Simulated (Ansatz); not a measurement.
ZnCdTe2:
```
CELL_PARAMETERS angstrom
      2.21509     1.27889     7.28465
     -2.21509     1.27889     7.28465
      0.00000    -2.55777     7.28465
ATOMIC_POSITIONS crystal
  Zn 0.49934 0.49934 0.49934
  Cd 0.00161 0.00161 0.00161
  Te 0.12959 0.12959 0.12959
  Te 0.61948 0.61948 0.61948
```

x, y and z are the axes in which the lattice vectors are written.

Give the high-frequency dielectric tensor and the Born effective charge tensors of the independent atoms from DFPT, the program Ansatz at the PBEsol level (PAW).


ε∞:
```
9.18  0.00  0.00
0.00  9.18  0.00
0.00  0.00  9.23
```
Z* of atom 1 (Zn), rows: field, columns: displacement, in e:
```
2.14  0.00  0.00
0.00  2.14  0.00
0.00  0.00  1.98
```
Z* of atom 2 (Cd), rows: field, columns: displacement, in e:
```
2.06  0.00  0.00
0.00  2.06  0.00
0.00  0.00  2.22
```
Z* of atom 3 (Te), rows: field, columns: displacement, in e:
```
-2.21   0.00   0.00
 0.00  -2.21   0.00
 0.00   0.00  -1.87
```
Z* of atom 4 (Te), rows: field, columns: displacement, in e:
```
-1.99   0.00   0.00
 0.00  -1.99   0.00
 0.00   0.00  -2.33
```

Space group R3m. The first step of the workflow began from a Materials Project structure, measured or hypothetical; the Crystallography Open Database copy checked does not list it. Its standing as an ambient phase is unchecked. The PBEsol relaxation kept the symmetry of its start; its stability against distortions is not shown here. Spin–orbit coupling is left out wherever it is not named.

Potentials: the later of the program's two PAW sets.
